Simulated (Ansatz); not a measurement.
AlN:
```xyz
4
Lattice="3.1138 0.0000 0.0000 -1.5569 2.6967 0.0000 0.0000 0.0000 4.9836" Properties=species:S:1:pos:R:3 pbc="T T T"
Al     1.5569     0.8989     0.0179
Al     0.0000     1.7978     2.5097
N      1.5569     0.8989     3.0978
N      0.0000     1.7978     0.6060
```

Relaxed with PBEsol. Special points in fractions of this cell's reciprocal vectors: Γ (0.000, 0.000, 0.000); M (0.500, 0.000, 0.000); K (0.333, 0.333, 0.000); A (0.000, 0.000, 0.500); L (0.500, 0.000, 0.500); H (0.333, 0.333, 0.500).

List the band energies nearest the valence-band maximum at these points for DFT-PBEsol in the program Ansatz with PAW potentials.

In eV from the valence-band maximum; about four levels below and three above (degenerate sets whole), none deeper than 8.9 eV; points with the same levels are listed once.

```
k                          below                  above
-  -----------------------------  ---------------------
Γ   -0.88 -0.88 -0.22 -0.22 0.00        4.09 6.54 10.49
M        -3.37 -2.11 -1.80 -0.70         5.67 5.67 8.06
K  -3.82 -3.82 -2.48 -2.41 -2.41    4.89 8.21 9.54 9.54
A        -0.56 -0.56 -0.56 -0.56  6.35 6.35 10.20 10.20
L        -1.49 -1.49 -1.38 -1.38    5.17 5.17 9.12 9.12
H        -3.91 -3.91 -0.80 -0.80    7.28 7.28 7.70 7.70
```

Space group P6_3mc (wurtzite). Symmetry was held in the PBEsol relaxation.

Potentials: the later of the program's two PAW sets.
